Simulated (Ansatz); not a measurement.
Input:

Starting cell, Si (diamond):

```xyz
4
Lattice="0.0000 5.4703 5.4703 2.7352 0.0000 2.7352 2.7352 2.7352 0.0000" Properties=species:S:1:pos:R:3 pbc="T T T"
Si     2.7352     2.7352     2.7352
Si     2.7352     5.4703     5.4703
Si     4.1027     4.1027     4.1027
Si     4.1027     6.8379     6.8379
```

The atoms are displaced by Q × the pattern below (from a DFPT mode at L = (0.5, 0.0, 0.0), largest move 1; Q in Å), at fixed cell. (q is in reciprocal vectors of the primitive cell; the cell shown is doubled to hold the pattern.)

| atom | x | y | z |
|---|---|---|---|
| Si1 | -0.577 | 0.577 | 0.577 |
| Si2 | 0.577 | -0.577 | -0.577 |
| Si3 | -0.577 | 0.577 | 0.577 |
| Si4 | 0.577 | -0.577 | -0.577 |

These are PBE (plane waves to 420 eV, PAW, scalar-relativistic; Ansatz, a quantum-chemistry and plane-wave program) values and carry that method's errors. k mesh 5×10×10 (Γ-centred), Fermi-Dirac smearing 0.05 eV. The energy includes the smearing's −TS. As the smearing reaches across the gap at some points, energies and forces of such displacements shift with the k mesh and the smearing. Si was relaxed with its symmetry unable to fall. The zero of ΔE is the undisplaced structure.

The scan covers Q from -0.280 to 0.280 Å in 13 points.

### Question
Which space group does the distorted structure have?

### Answer
R-3m (No. 166), lowered from Fd-3m.

### Question
What is the energy change at Q = 0.280 Å?

### Answer
3558 meV/cell.

### Question
What harmonic wavenumber does the curvature at Q = 0 give?

### Answer
399 cm⁻¹.

(A displaced cell: forces are minus the slopes of the energy, force constants its curvatures, and phonons follow from these.)
